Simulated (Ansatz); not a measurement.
Ti₆O in space group P-31m (No. 162; Ti on 6k, O on 1a) at seven volumes, the program Ansatz at the PBEsol level (PAW), shape and atoms relaxed at each. One row is withheld.

| V (Å³/atom) | P (GPa) |
|---|---|
| 13.477 | 16.09 |
| 13.921 | 9.94 |
| 14.366 | 4.62 |
| 14.810 | 0.00 |
| 15.254 | -4.00 |
| 15.698 | ? |
| 16.143 | -10.40 |

**Question.** Fit the shown pressures and predict the withheld one.

**Answer.** Third-order Birch–Murnaghan: P = (3/2)B₀(x^(7/2) − x^(5/2))[1 + (3/4)(B′ − 4)(x − 1)] with x = (V₀/V)^(2/3). Least squares on the six rows gives V₀ = 14.810 Å³/atom, B₀ = 142.5 GPa, B′ = 3.82. At V = 15.698, x = 0.9619 and P = -7.42 GPa. The run itself gave -7.45 GPa.

The workflow started from a Materials Project entry (that database holds measured and hypothetical structures alike); the Crystallography Open Database files this formula in space group No. 162, but the cells were not matched. Its standing as an ambient phase is unchecked. The cell was relaxed with PBEsol under the symmetry of its start; its stability against distortions is not shown here. No spin polarisation was allowed.

Potentials: the later of the program's two PAW sets.
